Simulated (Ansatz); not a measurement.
The calculation used DFT PBE, scalar-relativistic, plane waves, PAW, and for the lanthanide a 4f-in-core norm-conserving potential (Ansatz). Settings: cutoff 690 eV, Γ-centred meshes spaced at most about 0.3 Å⁻¹, and about 0.25 Å⁻¹ or finer for metals (2π included), Gaussian smearing. No spin polarisation in the final relaxations.

Each of these unrelaxed guesses is relaxed in cell and atoms within its symmetry. A guess keeps its type if space group and coordination stay and the shape of the cell changes little (axis ratios within about 15 %, angles within 6°); the volume may change.

1. SmInO

```cif
data_structure
_symmetry_space_group_name_H-M 'P4/nmm:1'
_symmetry_Int_Tables_number 129
_cell_length_a 4.3665
_cell_length_b 4.3665
_cell_length_c 6.9723
_cell_angle_alpha 90.000
_cell_angle_beta 90.000
_cell_angle_gamma 90.000
_cell_volume 132.94
loop_
_atom_site_label
_atom_site_type_symbol
_atom_site_symmetry_multiplicity
_atom_site_Wyckoff_symbol
_atom_site_fract_x
_atom_site_fract_y
_atom_site_fract_z
_atom_site_occupancy
Sm1 Sm 2 a 0.00000 0.00000 0.00000 1
In1 In 2 c 0.50000 0.00000 0.68148 1
O1 O 2 c 0.50000 0.00000 0.17887 1
```

2. HoNb2As3

```cif
data_structure
_symmetry_space_group_name_H-M 'P6/mmm'
_symmetry_Int_Tables_number 191
_cell_length_a 5.8079
_cell_length_b 5.8079
_cell_length_c 4.4029
_cell_angle_alpha 90.000
_cell_angle_beta 90.000
_cell_angle_gamma 120.000
_cell_volume 128.62
loop_
_atom_site_label
_atom_site_type_symbol
_atom_site_symmetry_multiplicity
_atom_site_Wyckoff_symbol
_atom_site_fract_x
_atom_site_fract_y
_atom_site_fract_z
_atom_site_occupancy
Ho1 Ho 1 a 0.00000 0.00000 0.00000 1
Nb1 Nb 2 c 0.66667 0.33333 0.00000 1
As1 As 3 g 0.00000 0.50000 0.50000 1
```

Question: Which keep their type?

Answer: Guess 2 keeps its type.

| guess | kept | start group | end group | V start (Å³/atom) | V end | b/a and c/a, end over start | nearest neighbours start | nearest neighbours end |
| --- | --- | --- | --- | --- | --- | --- | --- | --- |
| 1 | no | P4/nmm | P4/mmm | 22.2 | 22.0 | - | In 10, O 4, Sm 4 | In 6, O 4, Sm 4 |
| 2 | yes | P6/mmm | P6/mmm | 21.4 | 20.5 | 1.00, 0.88 | As 8, Ho 18, Nb 6 | As 8, Ho 18, Nb 6 |

Neighbours count within 15 % of an atom's shortest distance; end groups are read at 0.02 Å (0.05 Å in metals).

A magnetic state wasn't ruled out in cells without spin, among them HoNb2As3 P6/mmm. Cells relaxed within their symmetry can be saddle points.

The lanthanide is trivalent by construction, without f bands, f moments or other valences.
